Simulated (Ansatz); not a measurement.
KBr (rocksalt), relaxed with r2SCAN, was run in the PAW code Ansatz under altered settings. All numbers are computed, without spin polarisation but where a row says otherwise.

```xyz
2
Lattice="0.0000 3.3022 3.3022 3.3022 0.0000 3.3022 3.3022 3.3022 0.0000" Properties=species:S:1:pos:R:3 pbc="T T T"
K     0.0000    0.0000    0.0000
Br    3.3022    3.3022    3.3022
```

The base run's other keys:
```yaml
kpoints:
  mp_grid: { grid: [4, 4, 4] }
hamiltonian:
  xc: hse06
scf:
  occupations: { method: fixed }
  n_extra_bands: 4
```

It takes 10 iterations with 1411 plane waves at 420 eV and 8 k points, and leaves a mean stress of +0.43 GPa. The gap over this mesh is 5.596 eV. It ran on 4 threads of Intel(R) Xeon(R) Platinum 8488C (Sapphire Rapids) (shared host).

Outcomes, with energy and stress as changes against the base:

| setting | outcome | ΔF (meV/atom) | Δ mean stress (GPa) | gap on the mesh (eV) | iterations | wall time |
| --- | --- | --- | --- | --- | --- | --- |
| PBE hybrid, exx coeff 0.05, omega 0.5 1/Å | converged | – | +0.2 | 4.547 | 8 | 21 s |
| PBE hybrid, exx coeff 0.2, omega 0.5 1/Å | converged | – | +0.1 | 4.905 | 8 | 22 s |
| PBE hybrid, exx coeff 0.4, omega 0.1 1/Å | converged | – | -0.2 | 6.871 | 14 | 24 s |
| PBE hybrid, exx coeff 0.1, omega 0.3 1/Å | converged | – | +0.2 | 4.801 | 9 | 19 s |
| scf.occupations: methfessel_paxton 0.05 | converged | 0.0 | 0.0 | 5.596 | 10 | 20 s |

A dash marks a value that wasn't obtained or can't be compared. Stress is positive in compression. The base took 22 s.

- PBE hybrid, exx coeff 0.05, omega 0.5 1/Å. That is 5 % exact exchange, screened with ω = 0.5 1/Å, against HSE06's 25 % screened at 0.208 1/Å. The mean stress moves by +0.2 GPa and the gap on the mesh by -1.049 eV (to 4.547). Totals of different functionals aren't comparable.
- PBE hybrid, exx coeff 0.2, omega 0.5 1/Å. That is 20 % exact exchange, screened with ω = 0.5 1/Å, against HSE06's 25 % screened at 0.208 1/Å. The mean stress moves by +0.1 GPa and the gap on the mesh by -0.692 eV (to 4.905). Totals of different functionals aren't comparable.
- PBE hybrid, exx coeff 0.4, omega 0.1 1/Å. That is 40 % exact exchange, screened with ω = 0.1 1/Å, against HSE06's 25 % screened at 0.208 1/Å. The mean stress moves by -0.2 GPa and the gap on the mesh by +1.275 eV (to 6.871). Totals of different functionals aren't comparable. The program warns that on this mesh the truncation of the exchange isn't bounded, so part of the change can be an error of the mesh.
- PBE hybrid, exx coeff 0.1, omega 0.3 1/Å. That is 10 % exact exchange, screened with ω = 0.3 1/Å, against HSE06's 25 % screened at 0.208 1/Å. The mean stress moves by +0.2 GPa and the gap on the mesh by -0.795 eV (to 4.801). Totals of different functionals aren't comparable.

Within 1 meV an atom, 0.1 GPa and 0.005 eV of the base stay: scf.occupations: methfessel_paxton 0.05.

The runs are scalar-relativistic, without spin-orbit coupling.

The stress of a hybrid is loosely converged in these runs.

The meshes of the hybrids are coarse, so their gaps aren't converged to the digits shown.
